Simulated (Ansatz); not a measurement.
TiAu (CsCl type)

```yaml
crystal:
  lattice:
    - [3.21804, 0.00000, 0.00000]
    - [0.00000, 3.21804, 0.00000]
    - [0.00000, 0.00000, 3.21804]
  atoms:
    - { symbol: Ti, position: [0.50000, 0.50000, 0.50000] }
    - { symbol: Au, position: [0.00000, 0.00000, 0.00000] }
```

The volume is varied about the relaxed value V₀ at fixed cell shape. Symmetry pins the atoms to their sites.

Level of theory: PBEsol (plane waves to 420 eV, PAW, scalar-relativistic; Ansatz, a quantum-chemistry and plane-wave program). k mesh 14×14×14 (Γ-centred), Fermi-Dirac smearing 0.05 eV. Compression counts positive. Spin-orbit coupling is left out, though Au is heavy. TiAu is run without spin polarisation. TiAu was relaxed with its symmetry unable to fall.

At one point of the scan the stress tensor (GPa) is:

```
   -8.6      0.0      0.0
    0.0     -8.6      0.0
    0.0      0.0     -8.6
```

Problem. Which point is it?
A) V/V₀ = 1.128
B) V/V₀ = 1.096
C) V/V₀ = 1.064
D) V/V₀ = 1.032

Solution. C, V/V₀ = 1.064

(A scan under strain: stresses follow from slopes of the energy per volume, elastic moduli from its curvatures.)
